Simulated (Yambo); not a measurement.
Material: BeS (zinc blende, space group F-43m, No. 216); a = b = c = 3.4438 Å, α = β = γ = 60.00° (2 atoms in the cell). The geometry is that of Materials Project entry mp-422, symmetrised and not relaxed again.

With PBE (pw.x of Quantum ESPRESSO, ONCV potentials, scalar-relativistic), the gap between the mesh's edge points (Γ → X) is 3.141 eV.

Q: Estimate the G0W0 gap between the same points from Yambo (6×6×6 Γ-centred k mesh, bands 2 to 62 and a 10 Ry block in the screening, 62 bands in G with the Bruneval-Gonze terminator, plasmon pole fitted at 27.2 eV).

A: The correction is 1.456 eV, giving 4.597 eV, 1.5 times the PBE value.  Nearest settings tried, and what they do to the gap: 39 bands in G: +3 meV; 4 Ry block (51 vectors against 137): -186 meV. Not varied: bands in W, mesh. So the settings aren't converged at that level.
